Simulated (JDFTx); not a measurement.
System: TiAl(100) (P4/mmm bulk; lattice of mp-1953, not re-optimised at this level), 1x1 cell of 5 atoms in 5 planes (Al outermost, slab composition Ti2Al3), area 11.43 Å² a face, 5.5 Å between the outermost planes in a cell 21.6 Å high; k mesh 8×6×1, Fermi width 0.01 Ha, no spin polarisation. Whether this polymorph is the ambient one wasn't checked. Neither spin polarisation nor a larger cell was tried.

Profiles through the double layer of this slab, charged, in linear PCM (GLSSA13), water, 2 M KF; PBE, GBRV ultrasoft potentials, plane waves to 20/100 Ha, a modified build of JDFTx. z is the height above the outermost atoms, φ the plane-averaged electrostatic potential energy of an electron (zero in the bulk liquid), ρ_b the bound charge of solvent and ions, s the cavity shape function (0 in the solid, 1 in the liquid).

```csv
z (Å),n (e/Å³),s,φ (eV),ρ_b (10⁻³ e/Å³)
0.87,0.0774,0.00,-1.766,0.02
1.32,0.0336,0.00,-1.029,0.20
1.77,0.0115,0.02,-0.224,-4.89
2.22,0.0037,0.29,-0.017,-1.35
2.67,0.0012,0.88,-0.009,1.10
3.12,0.0004,1.00,-0.007,0.43
3.57,0.0001,1.00,-0.006,0.14
4.02,0.0000,1.00,-0.004,0.04
4.47,0.0000,1.00,-0.004,0.01
4.92,0.0000,1.00,-0.003,0.00
5.37,0.0000,1.00,-0.002,0.00
5.82,0.0000,1.00,-0.002,0.00
6.27,0.0000,1.00,-0.002,0.00
6.72,0.0000,1.00,-0.001,0.00
7.17,0.0000,1.00,-0.001,0.00
7.62,0.0000,1.00,-0.001,0.00
```

Q: Is the electrode positively or negatively charged, and roughly by how much?

A: Positively: σ = 3.1 μC/cm² per face. The liquid's bound charge is of the opposite sign overall, and far from the surface φ decays with the screening length (2.1 Å).
